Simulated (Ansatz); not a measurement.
# CuAu3: frozen-core PAW against all-electron methods

```xyz
4
Lattice="3.9800 0.0000 0.0000 0.0000 3.9800 0.0000 0.0000 0.0000 3.9402" Properties=species:S:1:pos:R:3 pbc="T T T"
Cu    0.0000    0.0000    0.0000
Au    0.0000    1.9900    1.9701
Au    1.9900    0.0000    1.9701
Au    1.9900    1.9900    0.0000
```

Atoms are numbered in the order listed.

The conventional cell has a = 3.980 Å, b = 3.980 Å, c = 3.940 Å, α = 90.00°, β = 90.00°, γ = 90.00°. Cu (atom 1) has 12 Au at 2.80 to 2.81 Å as nearest neighbours. Around Au (atom 2) lie 4 Cu at 2.80 Å and 8 Au at 2.80 to 2.81 Å. Au (atom 4) is surrounded by 8 Au at 2.80 Å and 4 Cu at 2.81 Å.

The geometry is COD entry 1510492, unchecked; take it as a test cell. The listed cell was then made from it by scaling, straining or moving an atom.

Spin–orbit coupling is left out, though it moves levels of the heavy atoms by tenths of an eV or more.

All numbers are computed: DFT, LDA, PAW with Ansatz's default frozen-core files, scalar-relativistic (Ansatz 0.2.0); DFT, LDA, all-electron PAW with datasets made for the crystal, scalar-relativistic (Ansatz 0.2.0); DFT, LDA, all-electron LAPW, scalar-relativistic (Ansatz 0.2.0).

For PAW: a Γ-centred 9×9×9 k mesh, Fermi–Dirac smearing of 0.05 eV, cutoff 420 eV, no spin polarisation; the PAW files were made with PBE, and the program remakes their frozen cores for this functional. The crystal-made all-electron datasets (AE datasets) take a cutoff of 260 eV at this cell. LAPW targets a basis error of 1 meV/atom. The Ansatz runs share mesh, smearing and spin set-up. Plane-wave (PAW) pressures include the program's estimate of the Pulay term.

Stress and pressure are positive in compression.

No spin–orbit coupling: at heavy atoms the gradients can be off by tens of per cent for that reason.

In a metal, gradients converge slowly with the k mesh: the values move by tens of per cent from one mesh to another, at times in sign, so only the comparison on one mesh counts.

```json
{"quantity": "pressure (GPa)", "PAW": "-3.98", "AE datasets": "-3.98", "LAPW": "-3.98"}
{"quantity": "stress xx (GPa)", "PAW": "-4.09", "AE datasets": "-4.09", "LAPW": "-4.09"}
{"quantity": "stress zz (GPa)", "PAW": "-3.77", "AE datasets": "-3.77", "LAPW": "-3.77"}
{"quantity": "largest principal field gradient Vzz at Au2 (10²¹ V/m²)", "PAW": "-4.87", "AE datasets": "-4.94", "LAPW": "–"}
{"quantity": "largest principal field gradient Vzz at Au4 (10²¹ V/m²)", "PAW": "-4.73", "AE datasets": "-4.80", "LAPW": "–"}
```

PAW's pressure differs from the LAPW value by about 0.01 GPa or less. Datasets made for the crystal and LAPW share parts of one code, so their agreement isn't an independent check.
